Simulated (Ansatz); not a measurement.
YTe (rock salt, Fm-3m) at seven volumes, PBEsol (plane waves, PAW; program Ansatz), scaled uniformly. One row is withheld.

```csv
V (Å³/atom),P (GPa)
25.558,7.97
26.401,4.88
27.243,?
28.086,0.00
28.928,-1.91
29.771,-3.54
30.614,-4.92
```

Fit the shown pressures and predict the withheld one.

P = (3/2)B₀(x^(7/2) − x^(5/2))[1 + (3/4)(B′ − 4)(x − 1)] with x = (V₀/V)^(2/3). Least squares on the six rows gives V₀ = 28.086 Å³/atom, B₀ = 68.9 GPa, B′ = 4.34. At V = 27.243, x = 1.0205 and P = 2.24 GPa. The run itself gave 2.24 GPa.

The workflow started from an entry of the Crystallography Open Database (COD). Whether it is the stable phase at ambient conditions was not checked. Symmetry was held in the PBEsol relaxation; of distortions, only those at the zone centre were tested. The run is not spin-polarised. Scalar-relativistic: spin–orbit coupling is off unless named, which matters more the heavier the elements.

Potentials: the later of the program's two PAW sets.
